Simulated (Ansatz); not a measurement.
Data:

BaTe:
```
BaTe
1.0
    0.00000     3.52268     3.52268
    3.52268     0.00000     3.52268
    3.52268     3.52268     0.00000
Ba Te
1 1
Direct
  0.00000   0.00000   0.00000
  0.50000   0.50000   0.50000
```

This is the HSE06-relaxed structure.

### Question
All from HSE06 (plane waves, PAW; program Ansatz), unless another level is named. Predict the gap with spin–orbit coupling.

### Answer
2.04 eV (at the special points and the edges found without it).

### Question
Predict the valence-band maximum.

### Answer
at Γ.

### Question
Next, the conduction-band minimum?

### Answer
at X (3 equivalent valleys).

Space group Fm-3m (rock salt). The cell was relaxed with HSE06 under the symmetry of its start. The hybrid was solved on a coarse mesh, the path and, where they were found, the r²SCAN edge points; its band edges are the extreme levels among these. Scalar-relativistic: spin–orbit coupling is off unless named, which matters more the heavier the elements.

Potentials: the later of the program's two PAW sets.
